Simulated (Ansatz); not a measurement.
Input file for Ansatz (an electronic-structure program):

Ansatz 0.2 input:
```yaml
crystal:
  lattice:
    - [0.0, 2.0124567237, 2.0124567237]
    - [2.0124567237, 0.0, 2.0124567237]
    - [2.0124567237, 2.0124567237, 0.0]
  atoms:
    - { symbol: Al, position: [0.5, 0.5, 0.5] }
    - { symbol: N, position: [0.0, 0.0, 0.0] }
kpoints:
  mp_grid: { grid: [10, 10, 10] }
hamiltonian:
  xc: r2scan
  dispersion: d4
  pseudopotentials: { azcp: { folder: ./paw }, kind: paw }
scf:
  occupations: { method: fixed }
output:
  optics: { e_range: [0.0, 15.0], de: 0.05, sigma: 0.1, bands: { spectra_wanted_up_to: 12 eV } }
```

Output (shortened):

```
output.optics: the spectra are integrated over the Brillouin zone by k·p interpolation around the k-points, where levels, occupations, output.optics.sigma and …
Pseudopotential: Al, paw, valence charge 3
Pseudopotential: N, paw, valence charge 5
Functional definition: r2SCAN
Crystal: 2 atoms, lattice volume = 16.301 Å³
Basis set: ecut = 500 eV, 411 PW (Γ), exchange–correlation on 96×96×96 points (64 copies of the dense FFT grid, shifted against one another)
Bands: 8, of which v1, the nominal top of the filled ones, is band 4 counted from 1 (3 counted from 0)
Symmetry: 48 space group operations
Space group: Fm-3m (ITA 225), of the structure as read, at distance tolerance 2.5e-5 Å
k-points: 47 of 1000
SCF iter   1: F=—  HF=-929.055610 eV  |F-HF|=—  |Δ(HF+E_count)|=         —  Δρ=1.32e-1  dr2=3.19e0  dr2_τ=4.63e-1  ethr=3.10e-3  ⟨swp⟩=4.0  Hψ=2249  notcnv=0  defer=80
preconditioner: auto → none
SCF iter   2: F=—  HF=-928.419853 eV  |F-HF|=—  |Δ(HF+E_count)|=   6.36e-1  Δρ=5.45e-2  dr2=2.06e-1  dr2_τ=1.16e-1  ethr=3.10e-3  ⟨swp⟩=3.0  Hψ=1181  notcnv=0  defer=57
SCF iter   3: F=—  HF=-928.427725 eV  |F-HF|=—  |Δ(HF+E_count)|=   7.87e-3  Δρ=2.23e-2  dr2=4.17e-2  dr2_τ=2.65e-3  ethr=2.58e-3  ⟨swp⟩=2.8  Hψ=635  notcnv=0  defer=84
SCF iter   4: F=—  HF=-928.434383 eV  |F-HF|=—  |Δ(HF+E_count)|=   6.66e-3  Δρ=3.38e-3  dr2=7.54e-4  dr2_τ=8.36e-5  ethr=5.22e-4  ⟨swp⟩=3.1  Hψ=709  notcnv=0  defer=86
SCF iter   5: F=—  HF=-928.434489 eV  |F-HF|=—  |Δ(HF+E_count)|=   1.06e-4  Δρ=4.31e-4  dr2=1.31e-5  dr2_τ=1.15e-6  ethr=9.43e-6  ⟨swp⟩=2.3  Hψ=506  notcnv=0  defer=89
SCF iter   6: F=—  HF=-928.434490 eV  |F-HF|=—  |Δ(HF+E_count)|=   5.03e-7  Δρ=1.53e-5  dr2=1.48e-8  dr2_τ=6.78e-9  ethr=1.64e-7  ⟨swp⟩=2.1  Hψ=556  notcnv=0  defer=6
SCF iter   7: F=—  HF=-928.434490 eV  |F-HF|=—  |Δ(HF+E_count)|=   7.56e-7  Δρ=3.26e-6  dr2=1.63e-9  dr2_τ=9.74e-11  ethr=1.85e-10  ⟨swp⟩=2.1  Hψ=542  notcnv=0  defer=2
SCF iter   8: F=-928.434490 eV  HF=-928.434490 eV  |F-HF|=3.30e-12  |Δ(HF+E_count)|=  4.40e-10  Δρ=2.21e-7  dr2=5.34e-12  dr2_τ=4.14e-13  ethr=1.00e-12  ⟨swp⟩=2.5  Hψ=1778  notcnv=0
SCF 1 converged in 8 iterations: F = -928.434490 eV  dr2 = 5.34e-12
NSCF: frozen V_eff on 47 k-points
Optics k sum: 0 of 47 k-points
Optics k sum: 3 of 47 k-points
Optics k sum: 5 of 47 k-points
Optics k sum: 8 of 47 k-points
Optics k sum: 10 of 47 k-points
Optics k sum: 12 of 47 k-points
Optics k sum: 15 of 47 k-points
Optics k sum: 17 of 47 k-points
Optics k sum: 19 of 47 k-points
Optics k sum: 22 of 47 k-points
Optics k sum: 24 of 47 k-points
Optics k sum: 26 of 47 k-points
Optics k sum: 29 of 47 k-points
Optics k sum: 31 of 47 k-points
Optics k sum: 33 of 47 k-points
Optics k sum: 36 of 47 k-points
Optics k sum: 38 of 47 k-points
Optics k sum: 40 of 47 k-points
Optics k sum: 43 of 47 k-points
Optics k sum: 45 of 47 k-points
Optics k sum: 47 of 47 k-points
Optics k sum: 0 of 47 k-points
Optics k sum: 3 of 47 k-points
Optics k sum: 5 of 47 k-points
Optics k sum: 8 of 47 k-points
Optics k sum: 10 of 47 k-points
Optics k sum: 12 of 47 k-points
Optics k sum: 15 of 47 k-points
Optics k sum: 17 of 47 k-points
Optics k sum: 19 of 47 k-points
Optics k sum: 22 of 47 k-points
Optics k sum: 24 of 47 k-points
Optics k sum: 26 of 47 k-points
Optics k sum: 29 of 47 k-points
Optics k sum: 31 of 47 k-points
Optics k sum: 33 of 47 k-points
Optics k sum: 36 of 47 k-points
Optics k sum: 38 of 47 k-points
Optics k sum: 40 of 47 k-points
Optics k sum: 43 of 47 k-points
Optics k sum: 45 of 47 k-points
Optics k sum: 47 of 47 k-points
NSCF: frozen V_eff on 1 k-points
NSCF: frozen V_eff on 1 k-points
output.optics: what the bands over the 11 summed would add to eps1, eps2 and the energy-loss function is held between a lower and an upper bound (6 Lanczos …
SCF converged after 8 iterations
Free energy (F): -928.434490 eV
Harris-Foulkes:  -928.434490 eV  (|F-HF|=3.30e-12)
Internal energy: -928.434490 eV  (E = F + TS)
E sigma→0 (E₀):  -928.434490 eV
Fermi energy:    11.221990 eV
--- Per-component energies (eV) ---
  E_band       = 36.156378
  E_kinetic    = 162.020924
  E_local      = -155.092740  (includes V_loc(G=0)·N_el)
  E_nonlocal   = 42.444375
  E_hartree    = 62.474772
  E_xc         = -97.825041
  E_vxc        = -120.104845  (∫ρ·V_xc dr)
  E_paw        = -604.758253  (= ΣΔE_a)
  E_vpaw       = -24.413995  (= ΣTr[D̂ρ^β])
  E_aug_tail   = 0.000029  (compensation charges beyond the density's cutoff)
  E_vtau       = 6.353054  (kinetic-family band-sum trace: ∫τ·v_τ [+ j·A + Jᵃ·Aᵃ] dr)
  E_ewald      = -337.329766
  E_disp       = -0.279117  (pairwise vdW)
  E_core_change = -0.089673  (= ΣΔE_core)
  E_smearing   =  0.000000  (= −TS)
  E_closure    =  0.000000  (closes the sum)
  Σ components = -928.434490   (vs F -928.434490, Δ=0.00e0)
  [band-id]    e_kinetic+e_local+e_nonlocal+2·e_hartree+e_vxc+e_vpaw+e_augmentation_tail+e_vtau = 36.156345   (vs E_band 36.156378, Δ=-3.26e-5)
--- Band table (eV; the first three rows and the last of 47) ---
  k-point 0: bands = ["-7.2895", "11.2220", "11.2220", "11.2220", "17.8887", "24.1724", "24.1724", "24.1724"]
  k-point 1: bands = ["-7.0791", "10.1872", "11.0892", "11.0892", "18.5187", "23.3596", "24.5034", "24.5034"]
  k-point 2: bands = ["-6.4686", "7.9723", "10.7667", "10.7667", "19.1322", "23.0285", "24.8068", "24.8068"]
  k-point 46: bands = ["-2.8871", "4.7268", "6.0357", "7.3305", "19.8919", "21.4060", "24.3760", "25.3322"]
```

Cost: roughly 6 core-seconds on shared cores.

This is a known high-pressure phase of the composition, computed here at zero pressure and temperature. The cell was relaxed with r²SCAN+D4 under the symmetry of its start; its stability against distortions is not shown here. The volume moved by -38 % from the start of the relaxation.

Potentials: the earlier of the program's two PAW sets.

Ansatz is a plane-wave DFT program.
